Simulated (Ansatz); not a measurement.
Here is the system:

MgMnGe:
```cif
data_Ge2Mg2Mn2
_chemical_formula_sum 'Mn2 Ge2 Mg2'
_space_group_name_H-M_alt 'P 1'
_space_group_IT_number 1
_cell_length_a 4.01178
_cell_length_b 4.01178
_cell_length_c 6.53982
_cell_angle_alpha 90.000
_cell_angle_beta 90.000
_cell_angle_gamma 90.000
loop_
_space_group_symop_operation_xyz
  'x, y, z'
loop_
_atom_site_label
_atom_site_type_symbol
_atom_site_fract_x
_atom_site_fract_y
_atom_site_fract_z
_atom_site_occupancy
Mn1 Mn 0.00000 0.00000 0.50000 1
Mn2 Mn 0.50000 0.50000 0.50000 1
Ge1 Ge 0.50000 0.00000 0.74437 1
Ge2 Ge 0.00000 0.50000 0.25563 1
Mg1 Mg 0.50000 0.00000 0.16222 1
Mg2 Mg 0.00000 0.50000 0.83778 1
```
The run is spin-polarised; directions of the spins, atom by atom: ↑ ↓ 0 0 0 0.

This is the r²SCAN-relaxed structure.

Problem. All from plane-wave PAW r²SCAN (Ansatz code), unless another level is named. Give the electronic character.

Solution. metallic (no gap).

Problem. And the formation energy from the elements (no fitted shifts)?

Solution. -29 kJ/mol of atoms.

Problem. And the density of states at the Fermi level?

Solution. 0.27 states/eV per atom (mean over ±0.08 eV).

Space group P4/nmm. The workflow started from an entry of the Crystallography Open Database (COD). Whether it is the stable phase at ambient conditions was not checked. The r²SCAN relaxation kept the symmetry of its start, as lowered by the spin order; its stability against distortions is not shown here. Magnetic state: antiferromagnetic, chosen from 2 collinear starts compared on coarse meshes (ties went to the first, and starts can fall back to one state), not a proven ground state. The program gave a warning on the electronic state, which may not be the lowest. The references are the lowest solids computed at this level, not always the standard phases. The manganese reference at this level is a Cmcm phase, not α-Mn. Scalar-relativistic: spin–orbit coupling is off unless named, which matters more the heavier the elements.

Potentials: the later of the program's two PAW sets.
